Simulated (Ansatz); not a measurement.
C in space group I4_132 (No. 214; C on 8a) under volume change, plane-wave PAW r²SCAN (Ansatz code), scaled uniformly.

| V (Å³/atom) | E − E(relaxed) (meV/atom) | P (GPa) |
|---|---|---|
| 7.868 | … | … |
| 8.128 | 28.6 | 18.47 |
| 8.387 | … | … |
| 8.646 | 0.0 | 0.03 |
| 8.906 | 6.1 | -7.44 |
| 9.165 | 23.6 | -13.93 |
| 9.425 | 50.8 | -19.58 |

Task: What belongs in the gaps?

Result: 
- 7.868, E − E(relaxed) (meV/atom): 67.4
- 7.868, P (GPa): 29.82
- 8.387, E − E(relaxed) (meV/atom): 6.8
- 8.387, P (GPa): 8.61

Task: What does a third-order Birch–Murnaghan fit give for V₀, B₀ and B′?

Result: V₀ = 8.65 Å³/atom, B₀ = 266 GPa, B′ = 3.6.

The start of the workflow was typed in or built on a structure type; neither database checked (COD, Materials Project) lists it. It is not the phase usual at ambient conditions (space group No. 194, 227). The cell was relaxed with r²SCAN under the symmetry of its start. At this level the phase is mechanically unstable.

Potentials: the later of the program's two PAW sets.
